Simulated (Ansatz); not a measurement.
SiC (zinc blende)

```
SiC
1.0
    0.00000     2.17817     2.17817
    2.17817     0.00000     2.17817
    2.17817     2.17817     0.00000
C Si
1 1
Direct
  0.75000   0.75000   0.75000
  0.00000   0.00000   0.00000
```

The slice is a {110} plane (indices of the conventional cell) through the point (0.750, 0.750, 0.750) (fractional), spanned by u = [100] and v = [1 -1 -1] in vectors of this cell: u (3.08 Å) and v (4.36 Å, at 90° to u). It covers one period; positions are fractions (u, v).

Computed with r2SCAN (plane waves to 500 eV, PAW, scalar-relativistic; Ansatz, a first-principles code). k mesh 13×13×13. Inside the PAW spheres the values are not all-electron values, and peaks at nuclei hang on which shells count as valence. SiC was relaxed with its symmetry unable to fall.

**Question.** Around which element is the density of the highest valence band (whole band, smooth part) largest on this plane?

**Answer.** C. Mean over a disc round each atom, of radius 0.45 times the shortest bond: C 0.281, Si 0.065 e/Å³.

**Question.** What is the valence density on the shortest C–Si line in this plane (1.89 Å), at its midpoint?

**Answer.** 0.90 e/Å³.

**Question.** The ELF has a maximum in the middle third of the C–Si line. Where, and how high?

**Answer.** 0.93, 0.9 Å from C.

**Question.** Sketch the density of the highest valence band (whole band, smooth part) on this plane as a map.

**Answer.** 
```
|:-#@@#+=-:....:-=+#@@#-|
|*#@@@#*=-::..::-=*#@@@#|
|%@@@%#*=-::..::-=*#%@@@|
|%%%##*+=-:....:-=+*##%%|
|****+++=-:.  .:-=+++***|
|=======-:.    .:-======|
|-------:.      .:------|
|:::::::.        .::::::|
|........        .......|
|  .....          ..... |
|                       |
|         ......        |
|        ........       |
|        ........       |
|        ........       |
|         ......        |
|                       |
|                       |
|                       |
|                       |
|                       |
|                       |
|....                ...|
|::...              ...:|
|--::..            ..::-|
|==--:..          ..:--=|
|**+=-:..        ..:-=+*|
|%##+=-:.        .:-=+##|
|%%%#+-:..      ..:-+#%%|
|**##*=-:..    ..:-=*##*|
|:-*%#+=-:..  ..:-=+#%*-|
| :*%%*+-::....::-+*%%*:|
```
Scale: ten equal steps from 0.004 (start of ' ') to 0.417 (end of '@'), in the order ' .:-=+*#%@'. Values: density of the highest valence band (whole band, smooth part) in e/Å³. The map has 23 points along u (one character each, u = 0 at the left) and 32 along v (v = 0 in the bottom row).
